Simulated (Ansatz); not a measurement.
As (A7 type, space group R-3m)

```xyz
2
Lattice="1.8795 1.0851 3.5783 -1.8795 1.0851 3.5783 0.0000 -2.1703 3.5783" Properties=species:S:1:pos:R:3 pbc="T T T"
As     0.0000     0.0000     2.4255
As     0.0000     0.0000     8.3093
```

The slice is a (-1 1 0 4) plane (indices of the conventional cell) through the point (0.774, 0.774, 0.774) (fractional), spanned by u = [1 0 -1] and v = [1 -1 1] in vectors of this cell: u (3.76 Å) and v (5.63 Å, at 90° to u). It covers one period; positions are fractions (u, v).

These are r2SCAN+rVV10 (plane waves to 500 eV, PAW, scalar-relativistic; Ansatz, a quantum-chemistry and plane-wave program) values and carry that method's errors. k mesh 15×15×15. Near the nuclei the fields are pseudised (PAW); where an atom keeps semicore shells as valence, they peak there. As was relaxed with its symmetry unable to fall. The PAW data are Ansatz's earlier set.

Sketch the valence electron density on this plane as a map.


| v \ u | 0.00 | 0.14 | 0.29 | 0.43 | 0.57 | 0.71 | 0.86 |
|---|---|---|---|---|---|---|---|
| 0.94 | 1.2 | 0.2 | -0.5 | -0.9 | -0.9 | -0.5 | 0.2 |
| 0.84 | -0.2 | -0.4 | -0.8 | -1.2 | -1.2 | -0.8 | -0.4 |
| 0.75 | -0.8 | -0.9 | -1.2 | -1.5 | -1.5 | -1.2 | -0.9 |
| 0.66 | -0.6 | -0.8 | -1.2 | -1.5 | -1.5 | -1.2 | -0.8 |
| 0.56 | -0.1 | -0.3 | -0.8 | -1.2 | -1.2 | -0.8 | -0.3 |
| 0.47 | 1.0 | 0.1 | -0.6 | -1.1 | -1.1 | -0.6 | 0.1 |
| 0.38 | 0.6 | -0.1 | -0.7 | -1.2 | -1.2 | -0.7 | -0.1 |
| 0.28 | -0.2 | -0.4 | -0.9 | -1.3 | -1.3 | -0.9 | -0.4 |
| 0.19 | -0.3 | -0.5 | -0.9 | -1.3 | -1.3 | -0.9 | -0.5 |
| 0.09 | 0.6 | -0.1 | -0.6 | -1.0 | -1.0 | -0.6 | -0.1 |
| 0.00 | 1.7 | 0.6 | -0.4 | -0.9 | -0.9 | -0.4 | 0.6 |

Values: log₁₀ of the valence density in e/Å³. The scale is logarithmic, as a density can span decades between atoms and voids.
